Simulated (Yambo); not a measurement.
G0W0@PBEsol for RhI$_{3}$ (space group C2/m, No. 12) in Yambo. Reference settings: 2×2×2 Γ-centred k mesh, bands 9 to 289 and a 6 Ry block in the screening, 289 bands in G with the Bruneval-Gonze terminator, plasmon pole fitted at 27.2 eV. The PBEsol gap (-0.5, -0.5, 0) → Γ on this mesh is 0.84 eV; G0W0 gaps are taken between the same points.

The settings were changed. The gap went from 1.53 eV to 1.50 eV, and the shift of the valence edge from -0.19 eV to 0.01 eV.

Q: What was changed between the two runs?
(A) 188 bands in W, 188 bands in G
(B) no random integration
(C) 113 bands in G
(D) 5 Ry block

A: B, no random integration. The others gave (gap, valence shift): 188 bands in W, 188 bands in G: 1.53, -0.09 eV; 5 Ry block: 1.52, -0.16 eV; 113 bands in G: 1.52, -0.09 eV.

Spin-orbit coupling is not included.

Geometry relaxed with PBE+D3(BJ); primitive cell a = 6.7722 Å, b = 6.7722 Å, c = 6.6982 Å, α = 98.85°, β = 98.85°, γ = 120.02°.

The structure is a Materials Project entry; no match was found in the copy of COD used, and its stability was not checked.

A shift is the quasiparticle energy of the state minus its PBEsol energy.
